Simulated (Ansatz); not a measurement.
Below is a relaxed structure of NbTe4Mo. The cell was found from a structure generator's guess, not taken from experiment.

Level of theory: DFT PBE, scalar-relativistic, plane waves, PAW in Ansatz. Cutoff 420 eV, Γ-centred mesh, Gaussian smearing, collinear spin.

```cif
data_structure
_symmetry_space_group_name_H-M 'P 1'
_symmetry_Int_Tables_number 1
_cell_length_a 3.6163
_cell_length_b 3.6163
_cell_length_c 17.1563
_cell_angle_alpha 90.000
_cell_angle_beta 90.000
_cell_angle_gamma 120.000
_cell_volume 194.31
loop_
_atom_site_label
_atom_site_type_symbol
_atom_site_fract_x
_atom_site_fract_y
_atom_site_fract_z
_atom_site_occupancy
Nb1 Nb 0.00000 0.00000 0.00000 1
Te1 Te 0.33333 0.66667 0.39588 1
Te2 Te 0.33333 0.66667 0.89051 1
Te3 Te 0.33333 0.66667 0.10949 1
Te4 Te 0.33333 0.66667 0.60412 1
Mo1 Mo 0.00000 0.00000 0.50000 1
```

The zero of energy is the elements' standard structures at the same level; no fitted shifts are applied.

Question: What space group does it have?

Answer: P-6m2 (No. 187). Conventional cell: a = 3.616 Å, c = 17.156 Å. Nb is surrounded by 6 Te at 2.81 Å; Te on its first site has 3 Mo at 2.75 Å; around Te on its second site lie 3 Nb at 2.81 Å; Mo is surrounded by 6 Te at 2.75 Å.

Question: How far does it lie from the elements in energy?

Answer: −0.34 eV/atom. Whether it is stable depends on the other phases of the system, which aren't compared here.

Question: Is it a metal?

Answer: Yes, bands cross the Fermi level on the 12×12×4 mesh.

Question: Which magnetic moments does it keep?

Answer: 0.10 μB per atom net, the space between the atoms included; by site: Nb 0.3 μB.

The last run used collinear spin, a 12×12×4 mesh (in the run's order of axes) for its 6-atom cell and Gaussian smearing of 0.10 eV. No dispersion correction is applied, so the spacing and binding between layers, chains or molecules are poorly described. These runs have no spin–orbit coupling, which can matter for Te. The reference form of Te is held partly by dispersion forces, which this level lacks. The magnetic state reached may not be the lowest. A structure relaxed within its symmetry needn't be a true minimum.
